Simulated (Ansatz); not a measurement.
**Ti (Fm-3m), random displacements**

Method: Ansatz 0.2.0, DFT PBEsol, scalar-relativistic, plane waves, PAW. Cutoff 420 eV, Γ-centred 10×10×10 k-points, Gaussian smearing of 0.15 eV. No spin polarisation. Energies are free energies at this smearing, counted from the undisturbed cell; pressure is positive in compression.

Reference structure (as given, not relaxed at this level; this fcc form isn't the usual structure):

```xyz
8
Lattice="-4.0600 4.0600 0.0000 0.0000 4.0600 -4.0600 -4.0600 0.0000 -4.0600" Properties=species:S:1:pos:R:3 pbc="T T T"
Ti   -2.0300    2.0300   -4.0600
Ti   -2.0300    0.0000   -2.0300
Ti    0.0000    2.0300   -2.0300
Ti    0.0000    0.0000    0.0000
Ti   -4.0600    4.0600   -4.0600
Ti   -4.0600    2.0300   -2.0300
Ti   -2.0300    4.0600   -2.0300
Ti   -2.0300    2.0300    0.0000
```

The atoms are displaced (Å, in the unstrained cell):

```tsv
atom	ux	uy	uz
Ti1	-0.069	0.028	0.043
Ti2	0.028	0.031	-0.005
Ti3	-0.014	-0.046	-0.004
Ti4	0.043	0.019	0.029
Ti5	0.013	-0.025	-0.044
Ti6	-0.023	-0.019	0.012
Ti7	0.026	0.041	-0.081
Ti8	-0.003	-0.031	0.050
```

The cell is not strained.

What are the energy change, the stress and the forces?

ΔE = 10.0 meV/atom; stress (xx, yy, zz, yz, xz, xy; compression positive) (-0.08, 0.16, -0.18, -0.04, -0.11, 0.01) GPa.
| atom | Fx (eV/Å) | Fy | Fz |
| --- | --- | --- | --- |
| Ti1 | 0.35 | -0.06 | -0.32 |
| Ti2 | -0.10 | -0.24 | 0.18 |
| Ti3 | 0.06 | 0.23 | -0.01 |
| Ti4 | -0.11 | -0.15 | -0.12 |
| Ti5 | -0.23 | 0.06 | 0.06 |
| Ti6 | 0.11 | 0.25 | 0.10 |
| Ti7 | -0.17 | -0.30 | 0.46 |
| Ti8 | 0.11 | 0.21 | -0.36 |

Cost: 1 run of about 6 core-minutes, on Arm Neoverse V1 (shared hosts).